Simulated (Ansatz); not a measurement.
CdTe:
```
CdTe
1.0
    3.73191     2.19632     0.00000
   -3.73191     2.19632     0.00000
   -2.69555     0.00000     7.02285
Cd Te
2 2
Direct
  0.50000   0.00000   0.00000
  0.00000   0.50000   0.50000
  0.30924   0.30924   0.25000
  0.69076   0.69076   0.75000
```

Relaxed with HSE06. Special points in fractions of this cell's reciprocal vectors: Γ (0.000, 0.000, 0.000); C (0.349, 0.349, 0.000); C2 (-0.349, 0.651, 0.000); Y2 (-0.500, 0.500, 0.000); M2 (-0.500, 0.500, 0.500); D (-0.314, 0.686, 0.500); D2 (0.314, 0.314, 0.500); A (0.000, 0.000, 0.500); L2 (0.000, 0.500, 0.500); V2 (0.000, 0.500, 0.000).

List the band energies nearest the valence-band maximum at these points for HSE06 (plane waves, PAW; program Ansatz).

In eV from the valence-band maximum; about four levels below and three above (degenerate sets whole), none deeper than 8.9 eV; points with the same levels are listed once.

```json
[
 {"k": "Γ", "below": "-0.84 -0.61 -0.42 -0.35", "above": "0.89 3.05 4.57"},
 {"k": "C", "below": "-3.99 -2.86 -2.35 -0.93", "above": "1.69 2.61 4.44"},
 {"k": "Y2", "below": "-2.50 -2.40 -1.62 -0.33", "above": "0.23 2.82 4.21"},
 {"k": "M2", "below": "-2.66 -2.66 -1.77 -1.77", "above": "1.61 1.61 5.18 5.18"},
 {"k": "D", "below": "-3.25 -3.25 -1.83 -1.83", "above": "2.01 2.01 5.85 5.85"},
 {"k": "A", "below": "-1.01 -1.01 -0.23 -0.23", "above": "3.04 3.04 5.43 5.43"},
 {"k": "L2", "below": "-2.64 -2.40 -1.79 -0.37", "above": "0.66 3.20 4.43"},
 {"k": "V2", "below": "-2.96 -2.03 -1.60 -1.56", "above": "1.44 1.54 4.82"}
]
```

Space group C2/c. The cell is a constructed one: a structure type filled with these elements; neither database checked (COD, Materials Project) lists it. It is not the phase usual at ambient conditions (space group No. 216). The cell was relaxed with HSE06 under the symmetry of its start; whether a distortion lowers the energy is not shown. The hybrid was solved on a coarse mesh, the path and, where they were found, the r²SCAN edge points; its band edges are the extreme levels among these. Spin–orbit coupling is left out wherever it is not named.

Potentials: the later of the program's two PAW sets.
